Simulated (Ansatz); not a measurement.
Be$_{2}$C (fluorite or antifluorite type, Fm-3m), the program Ansatz at the PBEsol level (PAW): ε∞ = 6.98, cell volume 20.03 Å³. Infrared-active transverse modes:

```tsv
ω_TO (cm⁻¹)	oscillator strength S_xx (e²/amu)
654.0	1.295
```

Task: Compute the static dielectric constant.

Result: Each mode adds (4.921e7/V) S/ω²: 7.44. So ε0 = 14.4.

Task: What LO frequency does the Lyddane–Sachs–Teller relation give?

Result: ω_LO = ω_TO √(ε0/ε∞) = 940 cm⁻¹.

The cell was relaxed with PBEsol under the symmetry of its start; of distortions, only those at the zone centre were tested.

Potentials: the later of the program's two PAW sets.
